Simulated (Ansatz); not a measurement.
Input and command of a calculation in Ansatz (plane waves; scalar-relativistic PAW potentials unless the input names others):

```yaml
crystal:
  lattice:
    - [2.9512943233, 0.0, 0.0]
    - [0.0, 2.9512943233, 0.0]
    - [0.0, 0.0, 5.7190028838]
  atoms:
    - { symbol: Ba, position: [0.5, 0.5, 0.5] }
    - { symbol: W, position: [0.0, 0.0, 0.0] }
basis:
  ecutwfc: 420
kpoints:
  mp_grid: { grid: [16, 16, 12] }
hamiltonian:
  xc: pbe
scf:
  Occupations: { method: gaussian, width: 0.1 }
  max_iter: 100
output:
  forces: true
  eigenvalues: true
  stress: true
```

```bash
ansatz run input.yaml --threads 1 --pin off --max-ram 2560MiB --backend cpu --events-out ev --progress --plain --runs-dir out
```

Q: What will the program do with this input?

A: The program refuses it, because of a misspelt key (the key scf.occupations typed as Occupations). With the key spelt rightly it is accepted.

Abridged log:
```
Error: YAML parse error: error: line 16 column 3: unknown field `Occupations`, expected one of max_iter, algorithm, n_extra_bands, self_checks, convergence, lower_state_search, omitted_lower_state_checks, lower_solution_reach, mixing, occupations, eigensolver, initial_density, exx
  --> <input>:16:3
   |
14 |   xc: pbe
15 | scf:
16 |   Occupations: { method: gaussian, width: 0.1 }
   |   ^ unknown field `Occupations`, expected one of max_iter, algorithm, n_extra_bands, self_checks, convergence, lower_state_search, omitted_lower_state_checks, lower_solution_reach, mixing, occupations, eigensolver, initial_density, exx
17 |   max_iter: 100
18 | output:
   |
```